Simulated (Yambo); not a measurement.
K2TiF6 (space group P-3m1, No. 164), G0W0@LDA (Yambo, plasmon pole, terminator in G, 3×3×2 mesh): gap Γ → Γ in eV by bands and screening block.

```
bands (W and G)   2 Ry   3 Ry   4 Ry  6 Ry  7 Ry
---------------  -----  -----  -----  ----  ----
60                 ___  10.68  10.21   ___  9.85
84               11.13  10.37   9.91  9.64  9.56
116              11.04  10.29   9.83  9.56  9.48
157              11.01  10.27   9.80  9.53   ___
198              10.99  10.25   9.78  9.53  9.46
```

Q: Estimate the withheld gaps from their neighbours; the computed values follow.

A: 
- 60, 2 Ry: 11.44
- 60, 6 Ry: 9.93
- 157, 7 Ry: 9.45

The largest settings aren't shown to be the converged limit.

Geometry of the Materials Project entry, not relaxed at this level; primitive cell a = b = 5.6851 Å, c = 4.5902 Å, α = β = 90.00°, γ = 120.00°.
